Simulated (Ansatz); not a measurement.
AgI (zinc blende)

```
AgI
1.0
    0.00000     3.22493     3.22493
    3.22493     0.00000     3.22493
    3.22493     3.22493     0.00000
I Ag
1 1
Direct
  0.75000   0.75000   0.75000
  0.00000   0.00000   0.00000
```

Grid over V/V₀ and (c/a)/(c/a)₀, subscript 0 meaning the relaxed cell; the conventional c axis lies along z; no internal relaxation.

Method: PBEsol (plane waves to 420 eV, PAW, scalar-relativistic; Ansatz, an electronic-structure program). k mesh 9×9×9 (Γ-centred), Fermi-Dirac smearing 0.05 eV. The energy includes the smearing's −TS. AgI was relaxed with its symmetry unable to fall. Spin-orbit coupling is left out, though I is heavy. ΔE is measured from the relaxed starting cell.

Question: What ΔE (eV/atom) does the calculation give at all points of the grid V/V₀ = 0.960, 0.973, 0.987, 1.000, 1.013, 1.027, 1.040 by (c/a)/(c/a)₀ = 0.960, 0.973, 0.987, 1.000, 1.013, 1.027, 1.040?

Answer: ΔE (eV/atom), with V/V₀ across and (c/a)/(c/a)₀ down:

```tsv
(c/a)/(c/a)₀ \ V/V₀	0.960	0.973	0.987	1.000	1.013	1.027	1.040
0.960	0.0068	0.0033	0.0014	0.0008	0.0014	0.0033	0.0062
0.973	0.0065	0.0030	0.0010	0.0003	0.0010	0.0028	0.0057
0.987	0.0064	0.0028	0.0007	0.0001	0.0007	0.0025	0.0053
1.000	0.0063	0.0027	0.0007	0.0000	0.0006	0.0024	0.0052
1.013	0.0064	0.0028	0.0007	0.0001	0.0007	0.0025	0.0053
1.027	0.0065	0.0030	0.0010	0.0003	0.0010	0.0028	0.0057
1.040	0.0069	0.0034	0.0014	0.0008	0.0015	0.0033	0.0062
```

(Under strain, the slope of the energy per volume gives the stress and its curvature an elastic modulus.)
